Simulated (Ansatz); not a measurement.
# TiCo₃: vibrational free energy, entropy and heat capacity

Theory: Ansatz, DFT LDA, scalar-relativistic, plane waves, PAW. Cutoff 420 eV, 12×12×12 k-points (Γ-centred), Fermi-Dirac smearing of 0.15 eV. No spin polarisation. Phonons by linear response, acoustic sum rule imposed.

Equilibrium structure at this level:
```
Ti Co
1.0
     3.49422    0.00000    0.00000
     0.00000    3.49422    0.00000
     0.00000    0.00000    3.49422
Ti Co
1 3
Cartesian
  0.0000 0.0000 0.0000
  0.0000 1.7471 1.7471
  1.7471 0.0000 1.7471
  1.7471 1.7471 0.0000
```

In a metal, frequencies and elastic constants depend on the k mesh and the smearing, soft modes and shear constants most. Spin polarisation was left out, and a magnetic state may lie lower.

Force constants from linear response on a 4×4×4 q mesh, interpolated to a fine mesh.

**Question.** How much zero-point energy does an atom carry?

**Answer.** 40.4 meV.

**Question.** How large are the vibrational entropy and heat capacity at 300 K?

**Answer.** S = 3.14 k_B and C_V = 2.73 k_B per atom, 91 % of the Dulong–Petit value.

**Question.** Tabulate them against temperature.

**Answer.**
```tsv
T (K)	F_vib (meV/atom)	S (k_B/atom)	C_V (k_B/atom)
100	38.6	0.70	1.44
200	26.5	2.08	2.44
300	3.7	3.14	2.73
400	-26.9	3.94	2.84
500	-63.7	4.58	2.90
600	-105.6	5.11	2.93
700	-151.6	5.57	2.95
800	-201.4	5.96	2.96
900	-254.3	6.31	2.97
1000	-310.0	6.62	2.97
```

Cost: 1 run of about 3.5 core-hours, on Intel Xeon Processor @ 2.50GHz (Skylake/Cascade Lake) (shared hosts).